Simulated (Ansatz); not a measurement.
LaSb (rock salt, Fm-3m) at seven volumes, the program Ansatz at the r²SCAN level (PAW), scaled uniformly. One row is withheld.

```tsv
V (Å³/atom)	P (GPa)
32.163	6.25
33.223	?
34.284	1.78
35.344	0.00
36.404	-1.54
37.465	-2.85
38.525	-3.99
```

Question: Fit the shown pressures and predict the withheld one.

Answer: P = (3/2)B₀(x^(7/2) − x^(5/2))[1 + (3/4)(B′ − 4)(x − 1)] with x = (V₀/V)^(2/3). Least squares on the six rows gives V₀ = 35.343 Å³/atom, B₀ = 55.0 GPa, B′ = 3.98. At V = 33.223, x = 1.0421 and P = 3.85 GPa. The run itself gave 3.85 GPa.

The workflow started from an entry of the Crystallography Open Database (COD). Its standing as an ambient phase is unchecked. The cell was relaxed with r²SCAN under the symmetry of its start; its stability against distortions is not shown here. Spin–orbit coupling is left out wherever it is not named.

Potentials: the later of the program's two PAW sets.
